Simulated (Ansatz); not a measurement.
Relaxed candidate structures of MoS$_{2}$:

A. P6/mmm (No. 191), hP9; a = b = 5.614 Å, c = 7.419 Å, α = β = 90.00°, γ = 120.00°; Mo 3f (0.000, 0.500, 0.000); S 2e (0.000, 0.000, 0.136); S 4h (0.333, 0.667, 0.241); non-magnetic

B. P4₂/mnm (No. 136), tP6, rutile type; a = b = 5.8201 Å, c = 3.1741 Å, α = β = γ = 90.00°; Mo 2a (0.000, 0.000, 0.000); S 4g (0.214, 0.214, 0.500); non-magnetic

C. P-62m (No. 189), hP9; a = 6.8825 Å, b = 6.8825 Å, c = 3.1369 Å, α = 90.00°, β = 90.00°, γ = 120.00°; S 3f (0.000, 0.276, 0.000); S 3g (0.392, 0.392, 0.500); Mo 1b (0.000, 0.000, 0.500); Mo 2c (0.333, 0.667, 0.000); non-magnetic

D. Pnma (No. 62), oP12; a = 8.2625 Å, b = 4.0369 Å, c = 6.0212 Å, α = β = γ = 90.00°; S 4c (0.005, 0.250, 0.787); S 4c (0.294, 0.250, 0.089); Mo 4c (0.088, 0.250, 0.409); non-magnetic

**Question.** Put the candidates in order of energy per atom, lowest first, for PBEsol (plane waves to 420 eV, PAW, scalar-relativistic; Ansatz, a quantum-chemistry and plane-wave program).

**Answer.** D (reference), B (+0.03 eV/atom), C (+0.33 eV/atom), A (+0.51 eV/atom)

The lowest structure calculated, P6₃/mmc, hP6, AFLOW prototype AB2_hP6_194_c_f (C7, as in MoS2), non-magnetic, is not among these; it lies 0.38 eV/atom below the lowest of them. 2 runs with a doubtful electronic state, a coarser numerical grid, an end not at rest or a source that can't be used are left out. 4 generated cells of layers, chains or molecules, poorly bound without dispersion, are left out. Each run could gain symmetry but not lose that of its start, so entries can be saddle points. All of these are generated cells (placed on structure types, drawn at random, substituted or restacked) that were not matched to a known phase here. Each structure is listed in the lowest spin state found for it. Energies are at zero temperature and pressure, without zero-point motion. Each cell has its own k-point mesh; energy differences are given only to the digits this allows. No spin polarisation in the result.
